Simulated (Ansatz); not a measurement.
Zr6Ni16Ge7:
```
CELL_PARAMETERS angstrom
      0.00000     5.78378     5.78378
      5.78378     0.00000     5.78378
      5.78378     5.78378     0.00000
ATOMIC_POSITIONS crystal
  Zr 0.20779 0.79221 0.79221
  Zr 0.79221 0.20779 0.20779
  Zr 0.79221 0.20779 0.79221
  Zr 0.20779 0.79221 0.20779
  Zr 0.79221 0.79221 0.20779
  Zr 0.20779 0.20779 0.79221
  Ni 0.38126 0.38126 0.38126
  Ni 0.61874 0.61874 0.61874
  Ni 0.14377 0.61874 0.61874
  Ni 0.85623 0.38126 0.38126
  Ni 0.38126 0.38126 0.85623
  Ni 0.61874 0.61874 0.14377
  Ni 0.61874 0.14377 0.61874
  Ni 0.38126 0.85623 0.38126
  Ni 0.50789 0.83070 0.83070
  Ni 0.49211 0.16930 0.16930
  Ni 0.16930 0.16930 0.49211
  Ni 0.83070 0.83070 0.50789
  Ni 0.83070 0.50789 0.83070
  Ni 0.16930 0.49211 0.16930
  Ni 0.16930 0.16930 0.16930
  Ni 0.83070 0.83070 0.83070
  Ge 0.00000 0.00000 0.50000
  Ge 0.50000 0.50000 0.00000
  Ge 0.50000 0.00000 0.00000
  Ge 0.00000 0.50000 0.50000
  Ge 0.00000 0.50000 0.00000
  Ge 0.50000 0.00000 0.50000
  Ge 0.50000 0.50000 0.50000
```

Relaxed with r²SCAN. Special points in fractions of this cell's reciprocal vectors: Γ (0.000, 0.000, 0.000); X (0.500, 0.000, 0.500); U (0.625, 0.250, 0.625); K (0.375, 0.375, 0.750); L (0.500, 0.500, 0.500); W (0.500, 0.250, 0.750).

Problem. List the band energies nearest the Fermi level at these points for plane-wave PAW r²SCAN (Ansatz code).

Solution. In eV from the Fermi level; about four levels below and three above (degenerate sets whole), none deeper than 8.9 eV; points with the same levels are listed once.

```tsv
k	below	above
Γ	-0.34 -0.34 -0.34 -0.31 -0.31 -0.31	0.28 0.28 0.28
X	-0.61 -0.61 -0.38 -0.07	0.06 0.06 0.11 0.11
U	-0.53 -0.53 -0.43 -0.38 -0.02	0.04 0.05 0.20
L	-0.16 -0.16 -0.11 -0.11	0.07 0.24 0.60 0.60
W	-0.48 -0.46 -0.15 -0.15	0.09 0.15 0.57
```

Space group Fm-3m. The workflow started from a Materials Project entry (that database holds measured and hypothetical structures alike); the Crystallography Open Database copy checked does not list it. Whether it is the stable phase at ambient conditions was not checked. The cell was relaxed with r²SCAN under the symmetry of its start; whether a distortion lowers the energy is not shown. The run is not spin-polarised. Scalar-relativistic: spin–orbit coupling is off unless named, which matters more the heavier the elements.

Potentials: the later of the program's two PAW sets.
